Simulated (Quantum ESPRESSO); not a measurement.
## Band energies of FeB2

```xyz
12
Lattice="4.8204 0.0000 0.0000 0.0000 4.8080 0.0000 0.0000 0.0000 3.7418" Properties=species:S:1:pos:R:3 pbc="T T T"
B      3.1859     0.3331     0.3989
B      1.6345     4.4749     3.3429
B      4.0447     4.4749     2.2698
B      0.7757     0.3331     1.4720
B      0.7757     2.0709     1.4720
B      4.0447     2.7371     2.2698
B      1.6345     2.7371     3.3429
B      3.1859     2.0709     0.3989
Fe     2.3159     3.6060     1.4067
Fe     2.5045     1.2020     2.3351
Fe     0.0943     1.2020     3.2776
Fe     4.7261     3.6060     0.4642
```

PBEsol (Quantum ESPRESSO, PseudoDojo norm-conserving, 90 Ry, scalar-relativistic); path ΓXSYΓZURTZ,YT,UX,SR; energies in eV from the valence-band maximum.

```csv
k (1/Å),point,band 40,band 41,band 42,band 43,band 44,band 45,band 46,band 47
0.00,Γ,-1.74,-1.05,-0.69,-0.46,-0.45,0.88,0.92,1.85
0.42,,-1.41,-1.26,-1.04,-0.82,-0.57,0.54,1.20,1.46
0.84,X,-1.37,-1.03,-1.03,-0.85,-0.85,0.49,0.49,1.28
1.06,,-1.49,-1.21,-1.21,-0.50,-0.50,0.52,0.52,1.15
1.49,S,-1.68,-0.69,-0.69,0.00,0.00,0.57,0.57,0.69
2.12,,-1.55,-1.25,-1.25,-0.77,-0.77,0.81,0.81,1.36
2.33,Y,-1.70,-1.05,-1.05,-0.97,-0.97,0.85,0.85,1.49
2.77,,-1.23,-1.18,-0.94,-0.51,-0.50,0.84,0.87,1.86
2.99,Γ,-1.74,-1.05,-0.69,-0.46,-0.45,0.88,0.92,1.85
3.20,,-1.74,-1.10,-0.66,-0.57,-0.41,0.86,0.89,1.85
3.64,Z,-1.53,-1.17,-1.17,-0.38,-0.38,1.11,1.11,1.78
3.81,,-1.53,-1.13,-1.13,-0.41,-0.41,1.00,1.00,1.69
4.31,,-1.56,-0.53,-0.53,-0.41,-0.41,0.49,0.49,1.18
4.48,U,-1.57,-0.41,-0.41,-0.39,-0.39,0.43,0.43,1.16
4.64,,-1.61,-0.50,-0.50,-0.39,-0.39,0.59,0.59,1.28
5.13,R,-2.11,-0.41,-0.41,-0.41,-0.41,1.11,1.11,1.11
5.47,,-1.95,-0.56,-0.56,-0.56,-0.56,1.22,1.22,1.22
5.97,T,-1.79,-0.72,-0.72,-0.72,-0.72,1.64,1.64,1.64
6.46,,-1.49,-1.07,-1.07,-0.48,-0.48,1.03,1.03,1.79
6.62,Z,-1.53,-1.17,-1.17,-0.38,-0.38,1.11,1.11,1.78
6.62,Y,-1.70,-1.05,-1.05,-0.97,-0.97,0.85,0.85,1.49
7.11,,-1.63,-0.79,-0.79,-0.71,-0.71,1.35,1.35,1.66
7.28,T,-1.79,-0.72,-0.72,-0.72,-0.72,1.64,1.64,1.64
7.28,U,-1.57,-0.41,-0.41,-0.39,-0.39,0.43,0.43,1.16
7.44,,-1.54,-0.50,-0.50,-0.46,-0.46,0.48,0.48,1.16
7.76,,-1.40,-0.94,-0.94,-0.77,-0.77,0.51,0.51,1.26
7.93,X,-1.37,-1.03,-1.03,-0.85,-0.85,0.49,0.49,1.28
7.93,S,-1.68,-0.69,-0.69,0.00,0.00,0.57,0.57,0.69
8.09,,-1.72,-0.66,-0.66,-0.16,-0.16,0.70,0.70,0.94
8.58,R,-2.11,-0.41,-0.41,-0.41,-0.41,1.11,1.11,1.11
```

The PBEsol gap is indirect, 0.43 eV, from S to U; the smallest direct gap is 0.57 eV. Another conduction extremum on the path lies within 0.02 eV, too close to call.

Geometry of the Materials Project entry, not relaxed at this level.

The structure is a Materials Project entry; no match was found in the copy of COD used, and its stability was not checked.

The runs are not spin-polarised; magnetic order was not tried.

Letters of k points follow the standard setting of the lattice, whose axes may be ordered differently from the printed cell.
